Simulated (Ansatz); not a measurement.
## Relaxing a structure of Li

The start is a relaxed Li cell shaken by Gaussian noise of σ = 0.08 Å a coordinate. The structure is fully relaxed (lattice and positions, P = 0) with PBE (plane waves to 420 eV, PAW, scalar-relativistic; Ansatz, a quantum-chemistry and plane-wave program). The first steps use a coarse 6×6×6 k-mesh.

Starting cell:
```
Li
1.0
    5.45314     0.00000     0.00000
    0.00000     5.45314     0.00000
    0.00000     0.00000     5.45314
Li
8
Direct
  0.25637   0.00641   0.50995
  0.76210   0.99803   0.48334
  0.01077   0.49841   0.24539
  0.00385   0.52321   0.74514
  0.52175   0.25888   0.00648
  0.50566   0.76056   0.99907
  0.99799   0.97402   0.00179
  0.51406   0.52355   0.49052
```

- Largest initial force = 0.26 eV/Å, on Li7 (atoms numbered as listed)
- Energy released = 0.01 eV/atom
- Relative to the parent = It returns to the parent structure, Pm-3n (No. 223)
- Shortest distances (start → end) = The closest pairs of elements (up to four, under 3.6 Å), start → end: Li–Li 2.70 → 2.73 Å
- Optimiser moves = 18

Final values are on a 9×9×9 k-mesh of the relaxed cell. No spin polarisation in the result.

The relaxed structure here is a generated cell of Li: the first start was made by placing the elements on the sites of a structure type, and the end was not matched to a known phase here, so it may be hypothetical. Known forms of Li include space group No. 229.
